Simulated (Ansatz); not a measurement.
SnO2:
```
CELL_PARAMETERS angstrom
      4.76921     0.00000     0.00000
      0.00000     4.76921     0.00000
      0.00000     0.00000     3.21199
ATOMIC_POSITIONS crystal
  Sn 0.00000 0.00000 0.00000
  Sn 0.50000 0.50000 0.50000
  O  0.80629 0.80629 0.50000
  O  0.19371 0.19371 0.50000
  O  0.30629 0.69371 0.00000
  O  0.69371 0.30629 0.00000
```

Relaxed with PBEsol. Special points in fractions of this cell's reciprocal vectors: Γ (0.000, 0.000, 0.000); X (0.000, 0.500, 0.000); M (0.500, 0.500, 0.000); Z (0.000, 0.000, 0.500); R (0.000, 0.500, 0.500); A (0.500, 0.500, 0.500).

**Question.** List the band energies nearest the valence-band maximum at these points for plane-wave PAW PBEsol (Ansatz code).

**Answer.** In eV from the valence-band maximum; about four levels below and three above (degenerate sets whole), none deeper than 8.9 eV; points with the same levels are listed once.

```csv
k,below,above
Γ,-1.26 -1.26 -0.77 -0.77 0.00,0.92 5.86 6.05 6.05
X,-1.22 -1.22 -0.63 -0.63,4.14 4.14 6.82 6.82
M,-1.34 -1.34 -0.89 -0.89,4.54 4.54 7.24 7.24
Z,-1.64 -1.64 -1.24 -1.24,5.88 5.88 9.44 9.44
R,-1.08 -1.08 -0.73 -0.73,6.15 6.15 7.74 7.74
A,-0.96 -0.96 -0.82 -0.82,4.56 4.56 8.62 8.62
```

Space group P4_2/mnm (rutile). Symmetry was held in the PBEsol relaxation. Spin–orbit coupling is left out wherever it is not named.

Potentials: the later of the program's two PAW sets.
